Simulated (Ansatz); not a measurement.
Space group P6_3/mmc (No. 194). a = 2.593 Å, b = 2.593 Å, c = 4.895 Å, α = 90.00°, β = 90.00°, γ = 120.00°
```json
{"atom": "Zn", "site": "2c", "symmetry": "-6m2", "x": "0.3333", "y": "0.6667", "z": "0.2500"}
```

Equation of state of this Zn structure (not necessarily the ground state), with shape and atoms relaxed at each volume where symmetry leaves them free. It has no gap at any of these volumes. All numbers below come from DFT PBEsol, scalar-relativistic, plane waves, PAW (Ansatz 0.2.0).

Cutoff 420 eV; k points 18×18×8 on the computed 2-atom cell (Γ-centred); Gaussian smearing, width 0.10 eV; no spin polarisation.

| V (Å³/atom) | E − E(largest V) (meV/atom) | P (GPa) |
| --- | --- | --- |
| 13.393 | 2.99 | 5.61 |
| 13.821 | -7.31 | 2.30 |
| 14.248 | -10.06 | 0.00 |
| 14.676 | -7.51 | -1.96 |
| 15.103 | 0.00 | -3.75 |

Task: Fit a third-order Birch–Murnaghan equation to E(V).

Result: V0 = 14.24 Å³/atom, B0 = 72 GPa, B0' = 6.5.

Cost: 5 runs of about 3.1 core-minutes in all, on Intel Xeon Platinum 8259CL (Skylake/Cascade Lake) (shared hosts).